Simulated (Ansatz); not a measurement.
Input:

SiNi:
```
SiNi
1.0
    0.00000     2.35201     2.35201
    2.35201     0.00000     2.35201
    2.35201     2.35201     0.00000
Si Ni
1 1
Direct
  0.00000   0.00000   0.00000
  0.50000   0.50000   0.50000
```

This is the r²SCAN-relaxed structure.

Task: All from DFT-r²SCAN in the program Ansatz with PAW potentials, unless another level is named. Give the electronic character.

Result: metallic (no gap).

Task: Give the formation energy from the elements (no fitted shifts).

Result: 0.12 eV/atom.

Task: And the density of states at the Fermi level?

Result: 0.58 states/eV per atom (mean over ±0.08 eV).

Space group Fm-3m (rock salt). The cell is a constructed one: a structure type filled with these elements; neither database checked (COD, Materials Project) lists it. It is not the phase usual at ambient conditions (space group No. 62). Symmetry was held in the r²SCAN relaxation. At this level the phase is mechanically unstable. The workflow began spin-polarised and lost its moments. The cell computed holds one magnetic atom, so no antiferromagnetic order was within reach. The references are the lowest solids computed at this level, not always the standard phases.

Potentials: the later of the program's two PAW sets.
